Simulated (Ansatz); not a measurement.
Calculated Nb-93 nuclear quadrupole resonance for BaSrYNbO₆

Cell: a Materials Project structure (computed, not necessarily an observed phase), ions relaxed with PBE at fixed cell.

```cif
data_BaSrYNbO6
_symmetry_space_group_name_H-M 'P-1'
_symmetry_Int_Tables_number 2
_cell_length_a 5.9783
_cell_length_b 5.9835
_cell_length_c 8.4577
_cell_angle_alpha 90.242
_cell_angle_beta 90.206
_cell_angle_gamma 90.228
loop_
_atom_site_label
_atom_site_type_symbol
_atom_site_symmetry_multiplicity
_atom_site_Wyckoff_symbol
_atom_site_fract_x
_atom_site_fract_y
_atom_site_fract_z
Ba Ba 2 i 0.9952 0.9854 0.7502
Sr Sr 2 i 0.5009 0.4768 0.7491
Y5 Y 1 d 0.5000 0.0000 0.0000
Y6 Y 1 g 0.0000 0.5000 0.5000
Nb7 Nb 1 c 0.0000 0.5000 0.0000
Nb8 Nb 1 f 0.5000 0.0000 0.5000
O9 O 2 i 0.2099 0.7611 0.0227
O10 O 2 i 0.2987 0.2676 0.4603
O13 O 2 i 0.2626 0.2937 0.0406
O14 O 2 i 0.2368 0.7924 0.4817
O17 O 2 i 0.4501 0.0360 0.7348
O18 O 2 i 0.0665 0.4897 0.7653
```

One atom of each set is listed.

The numbers come from a DFT calculation in Ansatz (r2SCAN, plane waves and PAW, scalar-relativistic, 500 eV cutoff, Γ-centred 4×4×3 k-points, Fermi–Dirac smearing 0.02 eV).

Nb-93: I = 9/2, Q = -320.0 mb (year-2017 value). Static lattice, zero field.

**Question.** At which frequencies do the Nb-93 NQR lines lie?

**Answer.** For I = 9/2 and η = 0 the lines are |C_Q|/24 times 1, 2, 3 and 4; η shifts the lowest up most. At large η the states mix, and weaker lines appear at sums of the main ones; lines under 5 % of the strongest are left out.

| site | atoms | V_zz (10²¹ V/m²) | C_Q (MHz) | η | line frequencies (MHz) |
| --- | --- | --- | --- | --- | --- |
| Nb7 | 1 | -2.46 | 19.0 | 0.34 | 1.38, 1.47, 2.32, 2.85, 3.14 |
| Nb8 | 1 | -2.71 | 20.9 | 0.65 | 1.72, 2.35, 2.39, 3.37 |

At this cell the principal stresses reach 5 GPa in size with r2SCAN, which can matter for small gradients. Without spin–orbit coupling (the program notes it for Nb) the gradients are little affected as a rule: paired runs on crystals with a gap mostly move them by under 2 % at such atoms.
